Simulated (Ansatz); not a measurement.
Several occupations of a bcc lattice at one composition, 5 Al, 8 Re, 7 Ti. Sites, in fractions of the cell -4.783 4.783 -1.594; -4.783 -1.594 4.783; 1.594 4.783 4.783 Å:

| cell | sites |
| --- | --- |
| all | Re (0.20 0.20 0.20), Ti (0.70 0.20 0.70) |
| 1 | Al (0.40 0.90 0.90), Al (0.60 0.60 0.60), Al (0.70 0.70 0.20), Al (0.80 0.30 0.30), Al (0.80 0.80 0.80), Re (0.10 0.10 0.60), Re (0.20 0.70 0.70), Re (0.30 0.80 0.30), Re (0.40 0.40 0.40), Re (0.50 0.00 0.50), Re (0.50 0.50 0.00), Re (0.90 0.90 0.40), Ti (0.00 0.00 0.00), Ti (0.00 0.50 0.50), Ti (0.10 0.60 0.10), Ti (0.30 0.30 0.80), Ti (0.60 0.10 0.10), Ti (0.90 0.40 0.90) |
| 2 | Al (0.10 0.60 0.10), Al (0.30 0.30 0.80), Al (0.40 0.40 0.40), Al (0.60 0.10 0.10), Al (0.80 0.80 0.80), Re (0.00 0.00 0.00), Re (0.10 0.10 0.60), Re (0.20 0.70 0.70), Re (0.30 0.80 0.30), Re (0.50 0.50 0.00), Re (0.80 0.30 0.30), Re (0.90 0.90 0.40), Ti (0.00 0.50 0.50), Ti (0.40 0.90 0.90), Ti (0.50 0.00 0.50), Ti (0.60 0.60 0.60), Ti (0.70 0.70 0.20), Ti (0.90 0.40 0.90) |
| 3 | Al (0.10 0.60 0.10), Al (0.20 0.70 0.70), Al (0.30 0.30 0.80), Al (0.50 0.50 0.00), Al (0.90 0.40 0.90), Re (0.00 0.50 0.50), Re (0.40 0.40 0.40), Re (0.60 0.10 0.10), Re (0.60 0.60 0.60), Re (0.70 0.70 0.20), Re (0.80 0.30 0.30), Re (0.80 0.80 0.80), Ti (0.00 0.00 0.00), Ti (0.10 0.10 0.60), Ti (0.30 0.80 0.30), Ti (0.40 0.90 0.90), Ti (0.50 0.00 0.50), Ti (0.90 0.90 0.40) |

Each was relaxed without symmetry on coarser meshes and computed once more. These are results of Ansatz 0.2.0, DFT PBE, scalar-relativistic, plane waves, PAW, not measurements.

Plane waves to 420 eV, a k mesh through Γ of 5×5×5 on the computed 20-atom cell and Gaussian smearing (0.10 eV); no spin polarisation.

Warren–Cowley parameters of the first shell of the sublattice with most elements (negative: unlike neighbours preferred):
```tsv
cell	Re-Ti	Al-Re	Al-Ti
1	0.02	0.00	0.00
2	0.02	-0.25	-0.29
3	0.06	0.06	0.21
```

Forces of up to 0.09 eV/Å remain on the final mesh.

Q: Which occupation is lowest in energy, and by how much?

A: Cell 2.
| cell | E − E(lowest) (meV/atom) | V (Å³/atom) |
| --- | --- | --- |
| 2 | 0.0 | 15.38 |
| 1 | 17.2 | 15.32 |
| 3 | 28.7 | 15.29 |

Spin–orbit coupling is left out, which can shift energies with elements as heavy as these.

Cost: 6 runs of about 31 core-minutes in all (earlier runs that led there not counted), on Arm Neoverse V2 (shared hosts).